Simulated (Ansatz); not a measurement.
## Kick along a soft mode, then relaxed in KCaHfBiO$_{6}$

All numbers below come from DFT PBEsol, scalar-relativistic, plane waves, PAW (Ansatz). The runs took a 420 eV cutoff, a Γ-centred 6×6×6 mesh and Gaussian smearing (0.05 eV). Spin–orbit coupling is left out, which can shift energies with elements as heavy as these. No spin polarisation. Energies are free energies at this smearing, counted from the undisturbed cell; pressure is positive in compression.

The undisturbed cell (relaxed at this level; it needn't be the usual structure):

```yaml
crystal:
  lattice:
    - [0.00000, 4.11274, 4.11274]
    - [4.11274, 0.00000, 4.11274]
    - [4.11274, 4.11274, 0.00000]
  atoms:
    - { symbol: K, position: [0.25000, 0.25000, 0.25000] }
    - { symbol: Ca, position: [0.75000, 0.75000, 0.75000] }
    - { symbol: Hf, position: [0.50000, 0.50000, 0.50000] }
    - { symbol: Bi, position: [0.00000, 0.00000, 0.00000] }
    - { symbol: O, position: [0.74847, 0.25153, 0.25153] }
    - { symbol: O, position: [0.25153, 0.74847, 0.74847] }
    - { symbol: O, position: [0.74847, 0.74847, 0.25153] }
    - { symbol: O, position: [0.25153, 0.25153, 0.74847] }
    - { symbol: O, position: [0.25153, 0.74847, 0.25153] }
    - { symbol: O, position: [0.74847, 0.25153, 0.74847] }
```

The atoms are moved along a zone-centre mode of 147i cm⁻¹ (Å):

| atom | ux | uy | uz |
| --- | --- | --- | --- |
| K1 | 0.000 | 0.000 | 0.000 |
| Ca2 | 0.087 | 0.087 | 0.087 |
| Hf3 | 0.000 | 0.000 | 0.000 |
| Bi4 | -0.003 | -0.003 | -0.003 |
| O5 | -0.011 | -0.017 | -0.017 |
| O6 | -0.011 | -0.059 | -0.059 |
| O7 | -0.059 | -0.059 | -0.011 |
| O8 | -0.017 | -0.017 | -0.011 |
| O9 | -0.017 | -0.011 | -0.017 |
| O10 | -0.059 | -0.011 | -0.059 |

Cell and atoms are then relaxed.

Problem. Does the relaxation return to the undisturbed structure?

Solution. No. It ends 17.8 meV/atom below it. The final space group reads R3m (tolerance 0.01 Å) and the volume changes by 1.15 %.

Final structure:

```
K Ca Hf Bi O
1.0
     0.05678    4.15708    4.15708
     4.15708    0.05678    4.15708
     4.15708    4.15708    0.05678
K Ca Hf Bi O
1 1 1 1 6
Direct
  0.25160 0.25160 0.25160
  0.78132 0.78132 0.78132
  0.49888 0.49888 0.49888
  0.00011 0.00011 0.00011
  0.74258 0.24913 0.24913
  0.22479 0.74569 0.74569
  0.74569 0.74569 0.22479
  0.24913 0.24913 0.74258
  0.24913 0.74258 0.24913
  0.74569 0.22479 0.74569
```

The relaxation, step by step (energy from the first step; small jumps at an unchanged geometry come where the plane waves are selected anew for the new cell):

```
step  ΔE (meV/atom) largest force component (eV/Å) pressure (GPa)
   1            0.0                           0.235            0.16
   2           -5.1                           0.324            0.21
   3           -8.8                           0.443            0.54
   4          -11.6                           0.207           -0.01
   5          -12.2                           0.137            0.02
   6          -12.5                           0.045            0.01
   7          -12.4                           0.143            0.01
   8          -12.5                           0.008           -0.01
   9          -12.5                           0.001            0.01
  10          -13.2                           0.001            0.10
  11          -13.2                           0.004            0.02
  12          -13.2                           0.004            0.02
```

Cost: 1 run of about 3.3 core-minutes, on Intel Xeon 6975P-C (Granite Rapids) (shared hosts).